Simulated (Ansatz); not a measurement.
Given:

Mg$_{3}$TiNO$_{3}$:
```cif
data_Mg3NO3Ti
_chemical_formula_sum 'Ti1 N1 Mg3 O3'
_space_group_name_H-M_alt 'P4/mmm'
_space_group_IT_number 123
_space_group_name_Hall '-P 4 2'
_cell_length_a 2.95720
_cell_length_b 2.95720
_cell_length_c 8.58937
_cell_angle_alpha 90.000
_cell_angle_beta 90.000
_cell_angle_gamma 90.000
loop_
_atom_site_label
_atom_site_type_symbol
_atom_site_symmetry_multiplicity
_atom_site_Wyckoff_symbol
_atom_site_fract_x
_atom_site_fract_y
_atom_site_fract_z
_atom_site_occupancy
Ti1 Ti 1 a 0.00000 0.00000 0.00000 1
N1 N 1 c 0.50000 0.50000 0.00000 1
Mg1 Mg 2 h 0.50000 0.50000 0.25198 1
O1 O 2 g 0.00000 0.00000 0.25438 1
Mg2 Mg 1 b 0.00000 0.00000 0.50000 1
O2 O 1 d 0.50000 0.50000 0.50000 1
```

This is the PBEsol-relaxed structure.

Problem. All from PBEsol (plane waves, PAW; program Ansatz), unless another level is named. Estimate the electronic character.

Solution. metallic (no gap).

Problem. And the density of states at the Fermi level?

Solution. 0.17 states/eV per atom (mean over ±0.08 eV).

Problem. What about the formation energy from the elements (no fitted shifts)?

Solution. -2.42 eV/atom.

The start of the workflow was typed in or built on a structure type; neither database checked (COD, Materials Project) lists it. Its standing as an ambient phase is unchecked. Symmetry was held in the PBEsol relaxation; its stability against distortions is not shown here. The workflow began spin-polarised and lost its moments. The compound may be a true metal, but semilocal functionals without U, or a wrong spin order, can also close a gap. The references are the lowest solids computed at this level, not always the standard phases (solids in place of the gases).

Potentials: the earlier of the program's two PAW sets. The files were generated under PBE; for other functionals the program regenerates the frozen cores, and for LDA and PBEsol the local potential too.
